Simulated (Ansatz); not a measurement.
In$_{2}$Pt (fluorite or antifluorite type, Fm-3m), plane-wave PAW PBE (Ansatz code), all energies at zero smearing, with the estimated change up to a 700 eV cutoff added, with one set of potentials and settings (totals compare only within such a set). Cell of 3 atoms (2 In, 1 Pt): -23721.964 eV.

```
element              reference phase  E (eV/atom)
-------  ---------------------------  -----------
In       I4/mmm, 1 atoms in the cell   -5597.9156
Pt        Fm-3m, 1 atoms in the cell  -12524.7059
```

Formation energy per atom, worked out: (-23721.964 − 2×(-5597.9156) − 1×(-12524.7059))/3 = -0.476 eV/atom (-46 kJ per mol of atoms), at 0 K, without zero-point energy or fitted corrections.

The workflow started from a Materials Project entry (that database holds measured and hypothetical structures alike); the Crystallography Open Database files this formula in space group No. 225, but the cells were not matched. Whether it is the stable phase at ambient conditions was not checked. The cell was relaxed with PBE under the symmetry of its start; its stability against distortions is not shown here. The run is not spin-polarised. The references are the lowest solids computed at this level, not always the standard phases. Scalar-relativistic: spin–orbit coupling is off unless named, which matters more the heavier the elements.

Potentials: the earlier of the program's two PAW sets.
